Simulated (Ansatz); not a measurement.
TaAs (NbAs type, space group I4_1md)

```
CELL_PARAMETERS angstrom
     -1.72095     1.72095     5.85613
      1.72095    -1.72095     5.85613
      1.72095     1.72095    -5.85613
ATOMIC_POSITIONS crystal
  Ta 0.99928 0.99928 0.00000
  Ta 0.74928 0.24928 0.50000
  As 0.41672 0.41672 0.00000
  As 0.16672 0.66672 0.50000
```

The slice is a (001) plane (indices of the conventional cell) through the point (0.999, 0.999, 0.000) (fractional), spanned by u = [101] and v = [011] in vectors of this cell: u (3.44 Å) and v (3.44 Å, at 90° to u). It covers one period; positions are fractions (u, v).

Computed with r2SCAN (plane waves to 500 eV, PAW, scalar-relativistic; Ansatz, a first-principles code). k mesh 19×19×19. Near the nuclei the fields are pseudised (PAW); where an atom keeps semicore shells as valence, they peak there. At this level the bands of TaAs touch or barely overlap. Spin-orbit coupling is left out, though Ta is heavy. TaAs is run without spin polarisation. TaAs was relaxed with its symmetry unable to fall.

Task: Predict the map of the electrostatic potential energy of an electron, from the cell's mean on the slice.

Result: 
```
v \ u  0.00  0.12  0.25  0.38  0.50  0.62  0.75  0.88
-----  ----  ----  ----  ----  ----  ----  ----  ----
0.88      x     x     x   5.3   8.6   5.3     x     x
0.75      x     x   1.2   6.2   7.0   6.2   1.2     x
0.62    3.4   4.6   5.8   3.8   1.0   3.8   5.8   4.6
0.50    7.7   7.8   6.4   0.7     x   0.8   6.4   7.8
0.38    3.4   4.6   5.8   3.8   1.0   3.8   5.8   4.6
0.25      x     x   1.2   6.2   7.0   6.2   1.2     x
0.12      x     x     x   5.3   8.6   5.3     x     x
0.00      x     x     x   4.1   8.6   4.1     x     x
```

Values: electrostatic potential energy of an electron, from the cell's mean, in eV. Points within 1 Å of a nucleus are blanked (x), as the pseudised field means little there. Values under 0 eV are set to 0. The zero, the cell's mean, hangs on the PAW cores.
